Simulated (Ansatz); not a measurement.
Given:

SbPd:
Space group Pm-3m (No. 221); a = 3.391 Å, b = 3.391 Å, c = 3.391 Å, α = 90.00°, β = 90.00°, γ = 90.00°

| atom | site | symmetry | x | y | z |
|---|---|---|---|---|---|
| Pd | 1a | m-3m | 0.0000 | 0.0000 | 0.0000 |
| Sb | 1b | m-3m | 0.5000 | 0.5000 | 0.5000 |

This is the r²SCAN-relaxed structure.

Task: All from plane-wave PAW r²SCAN (Ansatz code), unless another level is named. Predict the Poisson's ratio.

Result: 0.46.

Task: Predict the elastic constants (relaxed ions, GPa).

Result: C11 = 121, C12 = 113, C44 = 17.4.

The cell is a constructed one: a structure type filled with these elements; neither database checked (COD, Materials Project) lists it. COD files the formula under space group No. 194. Whether it is the stable phase at ambient conditions was not checked. Symmetry was held in the r²SCAN relaxation; whether a distortion lowers the energy is not shown. No spin polarisation was allowed. As this level gives no gap, shear constants depend on the k-mesh and smearing (Fermi–Dirac, 0.1 eV here). Scalar-relativistic: spin–orbit coupling is off unless named, which matters more the heavier the elements.

Potentials: the earlier of the program's two PAW sets.
